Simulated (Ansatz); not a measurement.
MnSi2 in space group I4/mcm (No. 140; Si on 8h, Mn on 4a) at seven volumes, PBE in the plane-wave PAW code Ansatz, shape and atoms relaxed at each. One row is withheld.

```tsv
V (Å³/atom)	P (GPa)
11.413	21.13
11.789	12.92
12.165	5.94
12.541	0.00
12.918	-5.04
13.294	-9.33
13.670	?
```

Task: Fit the shown pressures and predict the withheld one.

Result: P = (3/2)B₀(x^(7/2) − x^(5/2))[1 + (3/4)(B′ − 4)(x − 1)] with x = (V₀/V)^(2/3). Least squares on the six rows gives V₀ = 12.542 Å³/atom, B₀ = 182 GPa, B′ = 4.40. At V = 13.670, x = 0.9442 and P = -12.97 GPa. The run itself gave -12.96 GPa.

A made-up cell: these elements were put on the sites of a structure type; neither database checked (COD, Materials Project) lists it. Whether it is the stable phase at ambient conditions was not checked. The PBE relaxation kept the symmetry of its start; its stability against distortions is not shown here. The workflow began spin-polarised and lost its moments.

Potentials: the later of the program's two PAW sets.
